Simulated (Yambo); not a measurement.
## Excitons in Rb2KScF6

```xyz
10
Lattice="0.0000 4.5994 4.5994 4.5994 0.0000 4.5994 4.5994 4.5994 0.0000" Properties=species:S:1:pos:R:3 pbc="T T T"
F      2.0367     4.5994     4.5994
F      7.1622     4.5994     4.5994
F      4.5994     2.0367     4.5994
F      4.5994     7.1622     4.5994
F      4.5994     4.5994     2.0367
F      4.5994     4.5994     7.1622
K      4.5994     4.5994     4.5994
Sc     0.0000     0.0000     0.0000
Rb     6.8992     6.8992     6.8992
Rb     2.2997     2.2997     2.2997
```

The geometry is that of Materials Project entry mp-9349, symmetrised and not relaxed again.

BSE in Yambo on norm-conserving LDA (Quantum ESPRESSO, 84 Ry, scalar-relativistic) bands: 4×4×4 mesh, 18 valence and 11 conduction bands, static screening with 112 bands and a 3 Ry block, scissor 3.87 eV, Tamm-Dancoff; field along x.

```json
[
 {"state": "1", "energy (eV)": "7.47", "states within 2 meV": "1", "relative strength": "< 0.01", "class": "dark", "main transitions": "several band pairs"},
 {"state": "2", "energy (eV)": "7.58", "states within 2 meV": "3", "relative strength": "< 0.01", "class": "dark", "main transitions": "several band pairs"},
 {"state": "3", "energy (eV)": "7.61", "states within 2 meV": "3", "relative strength": "< 0.01", "class": "dark", "main transitions": "several band pairs"},
 {"state": "4", "energy (eV)": "7.65", "states within 2 meV": "3", "relative strength": "< 0.01", "class": "dark", "main transitions": "several band pairs"},
 {"state": "5", "energy (eV)": "7.82", "states within 2 meV": "3", "relative strength": "< 0.01", "class": "dark", "main transitions": "several band pairs"},
 {"state": "6", "energy (eV)": "7.84", "states within 2 meV": "3", "relative strength": "1.00", "class": "strong", "main transitions": "several band pairs"}
]
```

These are vertical excitations (zero momentum). The direct quasiparticle gap on this mesh is 9.87 eV; counted from there, state 1 is bound by 2.40 eV. Convergence with the mesh was not shown.

Spin singlets only. Strengths are relative to the strongest of the lowest states of this run; strong means a line over 3 % of the spectrum's maximum, dark under 0.03 %. Absolute energies carry the error of the G0W0 scissor, whose convergence isn't established.

The structure is a Materials Project entry; no match was found in the copy of COD used, and its stability was not checked.
